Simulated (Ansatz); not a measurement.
An element in the fcc structure gives these cold pressures by all-electron LAPW under LDA (Ansatz 0.2.0, scalar-relativistic, no spin polarisation).

| V (Å³/atom) | P (GPa) |
| --- | --- |
| 17.78 | -0.13 |
| 16.00 | 26.5 |
| 14.22 | 69.2 |
| 12.44 | 138.6 |
| 10.67 | 263.6 |
| 8.89 | 500.9 |
| 7.11 | 1048 |

(1) Which element is it?

## Answers

(1) Ta. Its zero-pressure volume in this structure is near 17.8 Å³/atom; the volume and the steepness of P(V) together point to it, though neighbours can come close. This is the case that was computed; others weren't tested.
